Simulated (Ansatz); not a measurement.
**Calculation log, YIn (Pm-3m) (phonons)**

Level of theory: PBEsol, all-electron LAPW in Ansatz 0.2.0, scalar-relativistic.

Cell and atoms were relaxed beforehand by PAW with this functional.

Launched as:

```sh
ansatz run input.yaml --threads 1 --pin off --max-ram 3072MiB --backend cpu --events-out ev --progress --plain --runs-dir out
```

Input file:

```yaml
crystal:
  lattice:
    - [3.70571617493, 0.0, 0.0]
    - [0.0, 3.70571617493, 0.0]
    - [0.0, 0.0, 3.70571617493]
  atoms:
    - { symbol: "Y", position: [0.5, 0.5, 0.5] }
    - { symbol: In, position: [0.0, 0.0, 0.0] }
kpoints:
  mp_grid: { grid: [10, 10, 10] }
scf:
  occupations: { method: fermi_dirac, width: 0.05 }
hamiltonian:
  xc: pbesol
  pseudopotentials: { kind: all_electron, lapw: { basis_error: 0.0005 } }
phonons:
  qmesh: [2, 2, 2]
  qpath:
    path:
      - [0.0, 0.0, 0.0]
      - [0.0, 0.5, 0.0]
      - [0.5, 0.5, 0.0]
      - [0.0, 0.0, 0.0]
      - [0.5, 0.5, 0.5]
      - [0.0, 0.5, 0.0]
      - [0.5, 0.5, 0.5]
      - [0.5, 0.5, 0.0]
    npoints: 6
  temperatures: { t_min: 0, t_max: 1000, t_step: 100 }
```

The program printed:

```
Warning: RAYON_NUM_THREADS=1 ignored (pool sized by the plan → 1); use --threads N
LAPW: plane waves up to 7.232 Å⁻¹, error target 5.0e-4 eV per atom; small_component_spin mean_spin; Y in spheres of 1.506 Å, 27 of its electrons in bands, Dirac shells []; In in spheres of 1.607 Å, 21 of its electrons in bands, ...
Engine: ansatz 0.2.0, aarch64-unknown-linux-gnu
Pseudopotentials: kind: all_electron
Pseudopotential: Y, LAPW, valence charge 27, lapw/all_electron/scalar/gaussian/Y, Koelling and Harmon's equation, gaussian nucleus
Pseudopotential: In, LAPW, valence charge 21, lapw/all_electron/scalar/gaussian/In, Koelling and Harmon's equation, gaussian nucleus
Functional definition: PBEsol
  exchange = pbesol_x
  correlation = pbesol_c
Crystal: 4 atoms, lattice volume = 101.776 Å³
Basis set: ecut = 199.25244219426685 eV, 657 PW (Γ), FFT grids on a1, a2, a2+a3, exchange–correlation at level 2
Bands: 58, of which v1, the nominal top of the filled ones, is band 48 counted from 1 (47 counted from 0)
Symmetry: 32 space group operations
k-points: 72 of 500
Non-local potential: Y, projectors of the file, none
Non-local potential: In, projectors of the file, none
Initial density: superposition of atomic densities (chi_scale 0.1, normalization cell, long waves kept (reshape's long-wave potential 0.00 eV rms))
Initial wavefunctions: plane waves of lowest kinetic energy (no species holds an atomic orbital)
Functional: x = pbesol(κ = 0.804, μ = 0.12345679012345678), c = pbesol(β = 0.046)
iter 1 solved again at ethr=1.16e-4 eV; its pass at ethr=1.00e-1 eV (dr2=1.12e-1 eV) is discarded
SCF iter   1: F=—  HF=-504081.098141 eV  |F-HF|=—  |Δ(HF+E_count)|=         —  Δρ=9.78e-3  dr2=1.12e-1  ethr=1.16e-4  ⟨swp⟩=3.0  Hψ=26323  notcnv=0
preconditioner: auto → Kerker (q_TF=auto, 2.702 Å⁻¹)  [metal: Δε(μ)=0.013 eV  Ē_g=15.957 eV  σ=0.050 eV  W_gap=0.07  n_scr=38 (ndim 8)  ℏωp=24.4 eV  f_vac=0.000  D(μ)=1.88/eV (n_scr^D=10)]
[... 142 lines left out ...]
  E_closure    = 0.000000  (closes the sum)
  Σ components = -504080.847551   (vs F -504080.847551, Δ=0.00e0)
  Basis errors (estimates in eV, not in F): energy 1.1e-4 per atom: plane waves 1.0e-4 (5.3e-5 summed), levels above the bands 4.7e-43, relativity 1.4e-8, radial functions 1.3e-5, core shells 2.6e-7; eigenvalues (radial functions ...
--- Forces (eV/Å), atoms counted from 1 ---
  atom   1  Y     -0.00000000     0.00000000     0.00000000
  atom   2  In    -0.00000000    -0.00000000     0.00000000
  atom   3  Y     -0.00000000    -0.00000000    -0.00000000
  atom   4  In    -0.00000000     0.00000000     0.00000000
  max |Σ_I F_I| component: 8.75e-31 eV/Å
--- Phonons: 6 displaced members + 3 references (amplitude of the first 0.01 Å, Σ member SCF iterations 48) ---
  ASR residual: 8.723e-4 → 0.000e0 eV/Å²; symmetrization residual: 2.974e-4 eV/Å²
  largest component of a force at the reference: 6.9e-31 eV/Å
  ASR residual per site (eV/Å²): 2.13e-4 8.72e-4
  Γ frequencies (cm⁻¹): 0.00 0.00 0.00 132.92 132.92 132.92
--- Phonons (by wavevector): 4 wavevectors in 3 supercells ---
  supercell 1 (2 cells, vectors [1, 0, 0], [0, 1, -1], [0, 0, 2] in multiples of the cell's): 2 displaced members by 0.01 Å; free energy -504080.847551 eV; taken off its force constants: by the sum rule 2.1e-4, by the ...
  symmetry images taken by strict's conditions (phonons.symmetry_images: auto; settled by no image being taken that strict refuses)
  supercell 2 (2 cells, vectors [1, 0, 0], [0, 1, 0], [0, 0, 2] in multiples of the cell's): 2 displaced members by 0.01 Å; free energy -504080.847551 eV; taken off its force constants: by the sum rule 7.5e-4, by the ...
  symmetry images taken by strict's conditions (phonons.symmetry_images: auto; settled by no image being taken that strict refuses)
  supercell 3 (2 cells, vectors [0, 1, -1], [-1, 1, 0], [0, 0, 2] in multiples of the cell's): 2 displaced members by 0.01 Å; free energy -504080.847551 eV; taken off its force constants: by the sum rule 8.7e-4, by the ...
  symmetry images taken by strict's conditions (phonons.symmetry_images: auto; settled by no image being taken that strict refuses)
  q = [0.0000, 0.0000, 0.0000] (star 1, supercell 1; hermiticity 0.00e0, symmetrization 3.59e-5): -0.00 -0.00 -0.00 132.92 132.92 132.92
  q = [0.0000, 0.0000, -0.5000] (star 3, supercell 2; hermiticity 1.00e-16, symmetrization 1.62e-16): 90.31 90.31 110.89 110.89 113.25 154.14
  q = [0.0000, -0.5000, -0.5000] (star 3, supercell 1; hermiticity 1.33e-16, symmetrization 6.40e-16): 35.59 35.59 91.79 95.40 188.54 188.54
  q = [-0.5000, -0.5000, -0.5000] (star 1, supercell 3; hermiticity 9.32e-17, symmetrization 1.35e-15): 119.85 119.85 119.85 148.98 148.98 148.98
  joined force constants: q→R imaginary residual 3.30e-17
  density of states and harmonic sums: on the 18×18×18 q-mesh, interpolated from the force constants of a 2×2×2 supercell (no non-analytic term)
  largest difference from the sums on the solved wave vectors: F 8.10e-2 eV, S 1.13e-4 and C_V 3.23e-5 eV/K
```

The calculation finished and met its thresholds.

Zone-centre phonons:

Harmonic phonons of a crystal by Kohn-Sham DFT at the given cell, standard atomic masses, acoustic sum rule imposed; negative wavenumbers are unstable modes; optical zone-centre levels upwards with Mulliken labels, activity, and the element with most of the kinetic energy.

```json
{
 "Point group": "m-3m"
}
```

```
number  phonon wavenumber (cm⁻¹)  label  infrared  raman  lead element
     1                     132.9    T1u       yes     no             Y
```

Phonons on the q mesh:

One row a degenerate set, branches counted upwards.

| Item | Value |
| --- | --- |
| Unstable phonons | no |

| point | q a (r.l.u.) | q b (r.l.u.) | q c (r.l.u.) | branch | phonon wavenumber (cm⁻¹) | degeneracy |
| --- | --- | --- | --- | --- | --- | --- |
| Gamma | 0 | 0 | 0 | 4 | 132.9 | 3 |
| X | 0.5 | 0 | 0 | 1 | 90.3 | 2 |
| X | 0.5 | 0 | 0 | 3 | 110.9 | 2 |
| X | 0.5 | 0 | 0 | 5 | 113.2 | 1 |
| X | 0.5 | 0 | 0 | 6 | 154.1 | 1 |
| M | 0.5 | 0.5 | 0 | 1 | 35.6 | 2 |
| M | 0.5 | 0.5 | 0 | 3 | 91.8 | 1 |
| M | 0.5 | 0.5 | 0 | 4 | 95.4 | 1 |
| M | 0.5 | 0.5 | 0 | 5 | 188.5 | 2 |
| R | 0.5 | 0.5 | 0.5 | 1 | 119.8 | 3 |
| R | 0.5 | 0.5 | 0.5 | 4 | 149 | 3 |

**Harmonic thermodynamics**

Sums over wave vectors interpolated from the q mesh.

| Quantity | Value |
| --- | --- |
| Zero point energy | 20.37 meV/atom |

```csv
temperature (K),phonon heat capacity (k_B/atom),phonon entropy (k_B/atom),phonon free energy (meV/atom)
100,2.408,2.249,12.28
200,2.829,4.09,-15.73
300,2.922,5.258,-56.32
400,2.955,6.104,-105.4
500,2.971,6.765,-161
600,2.98,7.307,-221.7
700,2.985,7.767,-286.7
800,2.989,8.166,-355.4
900,2.991,8.518,-427.3
1000,2.993,8.833,-502.1
```

Caveats: responses of metals move with mesh and smearing; activity by symmetry alone, a metal screens infrared modes; coarse q mesh.

Cost: 26 min on 1 thread of Arm Neoverse V1, with other jobs on the host, peak memory 1.5 GiB.
